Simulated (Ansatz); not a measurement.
Re:
```
Re
1.0
    2.75832     0.00000     0.00000
   -1.37916     2.38878     0.00000
    0.00000     0.00000     4.46169
Re
2
Cartesian
  0.00000   1.59252   3.34627
  1.37916   0.79626   1.11542
```

Relaxed with r²SCAN. Special points in fractions of this cell's reciprocal vectors: Γ (0.000, 0.000, 0.000); M (0.500, 0.000, 0.000); K (0.333, 0.333, 0.000); A (0.000, 0.000, 0.500); L (0.500, 0.000, 0.500); H (0.333, 0.333, 0.500).

Q: List the band energies nearest the Fermi level at these points for r²SCAN (plane waves, PAW; program Ansatz).

A: In eV from the Fermi level; about four levels below and three above (degenerate sets whole), none deeper than 8.9 eV; … stands for higher levels left out; points with the same levels are listed once.

| k | below | above |
|---|---|---|
| Γ | -1.60 -1.60 -0.74 -0.74 | 0.25 0.25 0.51 |
| M | -1.96 -1.86 -1.45 -0.62 | 4.19 4.59 4.74 |
| K | -3.55 -2.23 -2.23 -0.05 | 3.19 3.19 3.68 |
| A | -1.73 -1.73 -1.73 -1.73 | … |
| L | -6.57 -6.57 -4.29 -4.29 | 0.45 0.45 0.89 0.89 |
| H | -3.91 -3.91 -2.28 -2.28 | 0.08 0.08 3.53 3.53 |

Space group P6_3/mmc (hcp (Mg type)). The r²SCAN relaxation kept the symmetry of its start; of distortions, only those at the zone centre were tested. The run is not spin-polarised. Spin–orbit coupling is left out wherever it is not named.

Potentials: the later of the program's two PAW sets.
